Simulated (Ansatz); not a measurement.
A relaxation computed with Ansatz, from input to last step.

```yaml
crystal:
  lattice:
    - [0.0, 3.3278839995, 3.3278839995]
    - [3.3278839995, 0.0, 3.3278839995]
    - [3.3278839995, 3.3278839995, 0.0]
  atoms:
    - { symbol: Cd, position: [0.0, 0.0, 0.0] }
    - { symbol: Sn, position: [0.25, 0.25, 0.25] }
    - { symbol: Sn, position: [0.75, 0.75, 0.75] }
basis:
  ecutwfc: 420
kpoints:
  mp_grid: { grid: [4, 4, 4] }
hamiltonian:
  xc: pbe
scf:
  occupations: { method: gaussian, width: 0.1 }
  lower_state_search: "off"
output:
  forces: true
  stress: true
  eigenvalues: true
relax:
  adjacent_minimum: "off"
  f_tol: 0.04
  max_steps: 70
  cell: { stress_tol: 0.4 }
```

```bash
ansatz run input.yaml --threads 1 --pin off --max-ram 2560MiB --backend cpu --events-out ev --progress --plain --runs-dir out
```

Level of theory: DFT PBE, scalar-relativistic, plane waves, PAW (Ansatz 0.2.0).

Of 4 frames 4 are shown, positions in Å and forces in eV/Å; the SCF threshold varies from step to step. Steps run on the plane waves of an earlier cell, with a Pulay correction in the pressure. The basis is chosen afresh for the last frame, the zero of the energies, and at times for earlier ones too; energy and pressure step there, also at an unchanged geometry.

```xyz
3
Lattice="0.0000 3.3279 3.3279 3.3279 0.0000 3.3279 3.3279 3.3279 0.0000" Properties=species:S:1:pos:R:3:forces:R:3 pbc="T T T" step=1 free_energy_over_end_meV_per_atom=142.58 pressure_GPa=11.77
Cd    0.0000    0.0000    0.0000    0.0000    0.0000    0.0000
Sn    1.6639    1.6639    1.6639    0.0000    0.0000    0.0000
Sn    4.9918    4.9918    4.9918    0.0000    0.0000    0.0000
3
Lattice="0.0000 3.4901 3.4901 3.4901 0.0000 3.4901 3.4901 3.4901 0.0000" Properties=species:S:1:pos:R:3:forces:R:3 pbc="T T T" step=2 free_energy_over_end_meV_per_atom=3.88 pressure_GPa=1.39
Cd    0.0000    0.0000    0.0000    0.0000    0.0000    0.0000
Sn    1.7451    1.7451    1.7451    0.0000    0.0000    0.0000
Sn    5.2352    5.2352    5.2352    0.0000    0.0000    0.0000
3
Lattice="0.0000 3.5144 3.5144 3.5144 0.0000 3.5144 3.5144 3.5144 0.0000" Properties=species:S:1:pos:R:3:forces:R:3 pbc="T T T" step=3 free_energy_over_end_meV_per_atom=0.81 pressure_GPa=0.36
Cd    0.0000    0.0000    0.0000    0.0000    0.0000    0.0000
Sn    1.7572    1.7572    1.7572    0.0000    0.0000    0.0000
Sn    5.2716    5.2716    5.2716    0.0000    0.0000    0.0000
3
Lattice="0.0000 3.5144 3.5144 3.5144 0.0000 3.5144 3.5144 3.5144 0.0000" Properties=species:S:1:pos:R:3:forces:R:3 pbc="T T T" step=4 free_energy_over_end_meV_per_atom=0.00 pressure_GPa=0.34
Cd    0.0000    0.0000    0.0000    0.0000    0.0000    0.0000
Sn    1.7572    1.7572    1.7572    0.0000    0.0000    0.0000
Sn    5.2716    5.2716    5.2716    0.0000    0.0000    0.0000
```

The start puts this composition into another compound's structure type, which needn't suit it. At the end the space group is Fm-3m (tolerance 0.05 Å).

The run took 5.3 s on 1 thread of Arm Neoverse V2 (shared host), peak memory 0.34 GiB.

The k mesh is coarse.